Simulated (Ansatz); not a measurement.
A 4-atom cell of AlN started from a crystallographic database, relaxed with r2SCAN: 8 runs in Ansatz 0.2.0, each a construction of maximally localised Wannier functions. It is hexagonal, P6_3mc (No. 186); a = 3.107 Å, c = 4.979 Å in the conventional setting, 10.40 Å³ an atom. Al is surrounded by 4 N at 1.89–1.90 Å; N is surrounded by 4 Al at 1.89–1.90 Å. Calculated for a static, non-magnetic cell.

```
CELL_PARAMETERS angstrom
3.10669 0.00000 0.00000
-1.55335 2.69048 0.00000
0.00000 0.00000 4.97859
ATOMIC_POSITIONS crystal
Al 0.33333 0.66667 0.99920
Al 0.66667 0.33333 0.49920
N 0.33333 0.66667 0.38080
N 0.66667 0.33333 0.88080
```

Windows count from the top of the filled bands; a dash means that no such window was set (without an outer window there is no disentanglement).

```json
{"functional": "PBE", "SCF mesh": "9×9×4", "trial orbitals": "N s, N p", "functions": "8", "mesh": "6×6×4", "window (eV)": "–", "frozen (eV)": "–", "Ω total (Å²)": "7.40", "Ω invariant (Å²)": "6.17", "largest spread (Å²)": "0.94", "least projectability": "0.90"}
{"functional": "PBE", "SCF mesh": "9×9×4", "trial orbitals": "N s, N p", "functions": "8", "mesh": "6×6×2", "window (eV)": "–", "frozen (eV)": "–", "Ω total (Å²)": "7.17", "Ω invariant (Å²)": "5.94", "largest spread (Å²)": "0.91", "least projectability": "0.90"}
{"functional": "PBE", "SCF mesh": "9×9×4", "trial orbitals": "N s, N p", "functions": "8", "mesh": "12×12×6", "window (eV)": "–", "frozen (eV)": "–", "Ω total (Å²)": "7.64", "Ω invariant (Å²)": "6.42", "largest spread (Å²)": "0.97", "least projectability": "0.90"}
{"functional": "PBE", "SCF mesh": "9×9×4", "trial orbitals": "N p", "functions": "6", "mesh": "6×6×4", "window (eV)": "–", "frozen (eV)": "–", "Ω total (Å²)": "7.69", "Ω invariant (Å²)": "7.63", "largest spread (Å²)": "1.32", "least projectability": "0.80"}
{"functional": "r2SCAN", "SCF mesh": "9×9×4", "trial orbitals": "N s, N p", "functions": "8", "mesh": "6×6×4", "window (eV)": "–", "frozen (eV)": "–", "Ω total (Å²)": "7.20", "Ω invariant (Å²)": "5.98", "largest spread (Å²)": "0.91", "least projectability": "0.91"}
{"functional": "r2SCAN", "SCF mesh": "9×9×4", "trial orbitals": "N p", "functions": "6", "mesh": "6×6×4", "window (eV)": "–", "frozen (eV)": "–", "Ω total (Å²)": "7.44", "Ω invariant (Å²)": "7.38", "largest spread (Å²)": "1.27", "least projectability": "0.81"}
{"functional": "HSE06", "SCF mesh": "6×6×4", "trial orbitals": "N s, N p", "functions": "8", "mesh": "6×6×4", "window (eV)": "–", "frozen (eV)": "–", "Ω total (Å²)": "7.17", "Ω invariant (Å²)": "5.96", "largest spread (Å²)": "0.91", "least projectability": "0.91"}
{"functional": "HSE06", "SCF mesh": "6×6×4", "trial orbitals": "N p", "functions": "6", "mesh": "6×6×4", "window (eV)": "–", "frozen (eV)": "–", "Ω total (Å²)": "7.45", "Ω invariant (Å²)": "7.39", "largest spread (Å²)": "1.27", "least projectability": "0.81"}
```

For N s, N p with PBE the spread goes 7.17 Å² (6×6×2), 7.40 Å² (6×6×4), 7.64 Å² (12×12×6): finite differences on a coarse mesh understate it.
